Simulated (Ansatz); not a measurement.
PbSe:
```
CELL_PARAMETERS angstrom
      0.00000     3.08875     3.08875
      3.08875     0.00000     3.08875
      3.08875     3.08875     0.00000
ATOMIC_POSITIONS crystal
  Pb 0.50000 0.50000 0.50000
  Se 0.00000 0.00000 0.00000
```

Relaxed with r²SCAN.

Task: Which orbitals make up the states near the band edges in plane-wave PAW r²SCAN (Ansatz code)?

Result: Top 1 eV of the valence band: Se 4p 73 %, Pb 6s 16 %, Pb 6p 9 %. Bottom 1 eV of the conduction band: Pb 6p 73 %, Se 4s 13 %, Se 4p 9 %. Projections are on Löwdin-orthogonalised atomic valence shells; empty p or d shells of many metals are not among them.

Task: Tabulate the density of states.

Result: States/eV per cell of 2 atoms, in 0.25 eV bins, energy from the valence-band maximum.

```csv
E (eV),total,Se 4p,Pb 6p,Pb 6s
-7.85,1.30,0.17,0.01,1.00
-7.60,0.72,0.08,0.01,0.55
-7.35,0.28,0.04,0.00,0.19
-7.10,0.18,0.02,0.00,0.12
-6.85,0.11,0.01,0.00,0.08
-6.60,0.06,0.00,0.00,0.04
-6.35,0.00,0.00,0.00,0.00
-6.10,0.00,0.00,0.00,0.00
-5.85,0.00,0.00,0.00,0.00
-5.60,0.00,0.00,0.00,0.00
-5.35,0.00,0.00,0.00,0.00
-5.10,0.00,0.00,0.00,0.00
-4.85,0.08,0.04,0.04,0.00
-4.60,0.35,0.19,0.15,0.01
-4.35,0.52,0.30,0.21,0.01
-4.10,0.76,0.44,0.29,0.01
-3.85,0.86,0.52,0.31,0.02
-3.60,1.09,0.68,0.37,0.02
-3.35,1.40,0.91,0.44,0.03
-3.10,1.84,1.25,0.53,0.03
-2.85,1.87,1.31,0.49,0.04
-2.60,1.89,1.36,0.45,0.04
-2.35,1.96,1.46,0.41,0.05
-2.10,2.00,1.55,0.35,0.06
-1.85,2.13,1.72,0.30,0.07
-1.60,1.80,1.49,0.19,0.09
-1.35,0.97,0.69,0.14,0.12
-1.10,1.49,1.09,0.16,0.20
-0.85,1.83,1.37,0.15,0.28
-0.60,0.93,0.65,0.08,0.17
-0.35,0.20,0.13,0.02,0.04
-0.10,0.01,0.01,0.00,0.00
0.15,0.00,0.00,0.00,0.00
0.40,0.00,0.00,0.00,0.00
0.65,0.00,0.00,0.00,0.00
0.90,0.05,0.00,0.04,0.00
1.15,0.23,0.02,0.16,0.00
1.40,0.42,0.04,0.31,0.01
1.65,0.90,0.08,0.67,0.01
1.90,1.07,0.10,0.82,0.01
2.15,1.41,0.12,1.12,0.02
2.40,1.45,0.15,1.17,0.01
2.65,1.42,0.18,1.13,0.01
2.90,1.30,0.20,1.00,0.01
3.15,1.24,0.22,0.93,0.01
3.40,1.25,0.24,0.90,0.01
3.65,1.30,0.27,0.91,0.01
3.90,1.42,0.31,0.94,0.01
4.15,1.76,0.36,1.02,0.01
4.40,2.03,0.44,1.19,0.01
4.65,2.77,0.64,1.57,0.01
4.90,1.44,0.40,0.82,0.00
5.15,0.95,0.30,0.53,0.00
5.40,0.87,0.27,0.47,0.00
```

Space group Fm-3m (rock salt). The r²SCAN relaxation kept the symmetry of its start. The volume moved by -16 % from the start of the relaxation. Scalar-relativistic: spin–orbit coupling is off unless named, which matters more the heavier the elements.

Potentials: the later of the program's two PAW sets.
